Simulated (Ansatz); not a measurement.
CrO₂ (rutile, space group No. 136), r²SCAN in the plane-wave PAW code Ansatz, all energies at zero smearing, with the estimated change up to a 700 eV cutoff added, with one set of potentials and settings (totals compare only within such a set). Cell of 6 atoms (2 Cr, 4 O): -9042.496 eV.

| element | reference phase | E (eV/atom) |
|---|---|---|
| Cr | Im-3m, 2 atoms in the cell, spin-polarised | -3382.7158 |
| O | C2/m, 4 atoms in the cell, spin-polarised | -566.0281 |

Formation energy per atom, worked out: (-9042.496 − 2×(-3382.7158) − 4×(-566.0281))/6 = -2.159 eV/atom (-208 kJ per mol of atoms), at 0 K, without zero-point energy or fitted corrections.

Space group P4_2/mnm (rutile). Symmetry was held in the r²SCAN relaxation. The final state is ferromagnetic, chosen from 5 collinear starts compared on coarse meshes (ties went to the first, and starts can fall back to one state), not a proven ground state. Textbook magnetic order: ferromagnetic. Other orbital occupations within this spin state were not tried. No Hubbard U is applied. The references are the lowest solids computed at this level, not always the standard phases (solids in place of the gases).

Potentials: the later of the program's two PAW sets.
